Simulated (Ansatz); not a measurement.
**Computed properties of FeGe**

FeGe:
```xyz
4
Lattice="-1.6227 1.6227 5.1642 1.6227 -1.6227 5.1642 1.6227 1.6227 -5.1642" Properties=species:S:1:pos:R:3 pbc="T T T"
Fe     0.0000     0.0000     2.5419
Fe     1.6227     0.0000     5.1240
Ge     0.0000     0.0000     6.9190
Ge     0.0000     1.6227     4.3369
```
The run is spin-polarised; directions of the spins, atom by atom: ↑ ↓ 0 0.

Space group I4_1md (No. 109); conventional cell a = 3.245 Å, b = 3.245 Å, c = 10.328 Å, α = 90.00°, β = 90.00°, γ = 90.00°.

Method: plane-wave PAW PBE (Ansatz code). Geometry: relaxed at this level of theory. Other levels are named where they apply.

**Cell and energy**

```json
{
 "volume_per_atom": "13.60 Å³",
 "density": "7.84 g/cm³",
 "Formation energy from the elements (no fitted shifts)": "0.036 eV/atom"
}
```

**Electronic structure**

```json
{
  "electronic_character": "metallic (no gap)",
  "Density of states at the Fermi level": "0.23 states/eV per atom (mean over ±0.08 eV)"
}
```

**Magnetism**

```json
{
  "magnetic_order": "antiferromagnetic",
  "net_moment": "0.00 μB per atom"
}
```

A made-up cell: these elements were put on the sites of a structure type; neither database checked (COD, Materials Project) lists it. COD files the formula under space group No. 198. Whether it is the stable phase at ambient conditions was not checked. The PBE relaxation kept the symmetry of its start, as lowered by the spin order; its stability against distortions is not shown here. The final state is antiferromagnetic, chosen from 2 collinear starts compared on coarse meshes (ties went to the first, and starts can fall back to one state), not a proven ground state. Point labels and valley counts follow the cell and symmetry of the run, lower than the named group. The references are the lowest solids computed at this level, not always the standard phases. Scalar-relativistic: spin–orbit coupling is off unless named, which matters more the heavier the elements.

Potentials: the later of the program's two PAW sets.
